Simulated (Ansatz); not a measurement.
## Relaxing a structure of Li

The start is a relaxed Li cell, doubled along one cell vector, shaken by Gaussian noise of σ = 0.08 Å a coordinate. The cell and all atomic positions are relaxed at zero pressure with r2SCAN (plane waves to 500 eV, PAW, scalar-relativistic; Ansatz, an electronic-structure program). The first steps use a coarse 12×12×2 k-mesh.

Input geometry:
```
Li
1.0
    3.10138     0.00000     0.00000
   -1.55069     2.68587     0.00000
    0.00000     0.00000    20.13225
Li
8
Cartesian
  0.01415   1.85342   7.50691
 -0.10484   1.78923  17.58808
  1.54308   0.89414   2.49323
  1.45090   1.02114  12.67754
  0.11108  -0.09317   4.99847
  0.00126   0.02989  15.05001
  0.02534  -0.03080  -0.07243
  0.02581  -0.07829  10.21804
```

```yaml
largest_initial_force: 0.15 eV/Å, on Li8 (atoms numbered as listed)
energy_released: under 0.01 eV/atom
relative_to_the_parent: It relaxes back to the parent, P6₃/mmc (No. 194)
Shortest distances (start → end): "The closest pairs of elements (up to four, under 3.6 Å), start → end: Li–Li 2.92 → 3.09 Å"
band_gap_at_the_end: zero (metallic)
optimiser_moves: 7
```

The end point of the relaxation:

```cif
data_Li4
_chemical_formula_sum 'Li4'
_space_group_name_H-M_alt 'P63/mmc'
_space_group_IT_number 194
_space_group_name_Hall '-P 6c 2c'
_cell_length_a 3.10223
_cell_length_b 3.10223
_cell_length_c 10.06241
_cell_angle_alpha 90.000
_cell_angle_beta 90.000
_cell_angle_gamma 120.000
loop_
_atom_site_label
_atom_site_type_symbol
_atom_site_symmetry_multiplicity
_atom_site_Wyckoff_symbol
_atom_site_fract_x
_atom_site_fract_y
_atom_site_fract_z
_atom_site_occupancy
Li1 Li 2 d 0.66667 0.33333 0.25000 1
Li2 Li 2 a 0.00000 0.00000 0.00000 1
```

Final values are on a 17×17×5 k-mesh of the relaxed cell. No spin polarisation in the result.

The relaxed structure here is a generated cell of Li: the first start was made by a random draw of sites in a space group, and the end was not matched to a known phase here, so it may be hypothetical. Known forms of Li include space group No. 229.
